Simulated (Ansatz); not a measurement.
## PbSe: computed property card

PbSe:
```xyz
2
Lattice="4.0689 0.0000 0.0000 -2.0345 3.5238 0.0000 0.0000 0.0000 3.8617" Properties=species:S:1:pos:R:3 pbc="T T T"
Pb     0.0000     0.0000     0.0000
Se     2.0345     1.1746     1.9308
```

Space group P-6m2 (No. 187); conventional cell a = b = 4.069 Å, c = 3.862 Å, α = β = 90.00°, γ = 120.00°.

Method: the program Ansatz at the LDA level (PAW). Geometry: relaxed at this level of theory. Other levels are named where they apply.

**Cell and energy**

```json
{
  "volume_per_atom": "27.68 Å³",
  "density": "8.58 g/cm³",
  "Formation energy from the elements (no fitted shifts)": "-0.40 eV/atom"
}
```

**Electronic structure**

```json
{
  "electronic_character": "metallic (no gap)",
  "Density of states at the Fermi level": "0.14 states/eV per atom (mean over ±0.08 eV)"
}
```

**Mechanics**

```json
{
  "Bulk modulus (Birch–Murnaghan fit)": "49.6 GPa",
  "Pressure derivative B′": "3.7",
  "Elastic constants (relaxed ions, GPa)": "C11 = 56.7, C12 = 42.6, C13 = 41.6, C33 = 128, C44 = 22.9",
  "mechanical_stability": "stable (all eigenvalues of C positive)",
  "hill_bulk_and_shear_moduli": "51.9 and 15.2 GPa",
  "Young's modulus": "41.7 GPa",
  "Poisson's ratio": "0.37",
  "debye_temperature_from_the_elastic_constants": "148 K"
}
```

**Phonons**

```json
{
 "highest_zone_centre_frequency": "106 cm⁻¹",
 "zone_centre_stability": "unstable, softest mode 37i cm⁻¹"
}
```

The cell is a constructed one: a structure type filled with these elements; neither database checked (COD, Materials Project) lists it. It is not the phase usual at ambient conditions (space group No. 225). Symmetry was held in the LDA relaxation; of distortions, only those at the zone centre were tested, and some modes there are weakly imaginary. As this level gives no gap, shear constants depend on the k-mesh and smearing (Fermi–Dirac, 0.1 eV here). As this level gives no gap, phonon frequencies hold no LO–TO term and depend on the k-mesh and smearing (Fermi–Dirac, 0.1 eV here). The references are the lowest solids computed at this level, not always the standard phases. Scalar-relativistic: spin–orbit coupling is off unless named, which matters more the heavier the elements.

Potentials: the later of the program's two PAW sets.
